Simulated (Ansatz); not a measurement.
MgO in space group P6_3/mmc (No. 194; Mg on 2c, O on 2d), PBEsol in the plane-wave PAW code Ansatz, all energies at zero smearing, with the estimated change up to a 700 eV cutoff added, with one set of potentials and settings (totals compare only within such a set). Cell of 4 atoms (2 Mg, 2 O): -4951.495 eV.

| element | reference phase | E (eV/atom) |
|---|---|---|
| Mg | P6_3/mmc, 2 atoms in the cell | -1912.0511 |
| O | C2/m, 4 atoms in the cell, spin-polarised | -558.3554 |

Formation energy per atom, worked out: (-4951.495 − 2×(-1912.0511) − 2×(-558.3554))/4 = -2.670 eV/atom (-258 kJ per mol of atoms), at 0 K, without zero-point energy or fitted corrections.

The workflow started from a Materials Project entry (that database holds measured and hypothetical structures alike); the Crystallography Open Database copy checked does not list it. It is not the phase usual at ambient conditions (space group No. 225). Symmetry was held in the PBEsol relaxation; phonons on a q-mesh show no instability. The references are the lowest solids computed at this level, not always the standard phases (solids in place of the gases).

Potentials: the later of the program's two PAW sets.
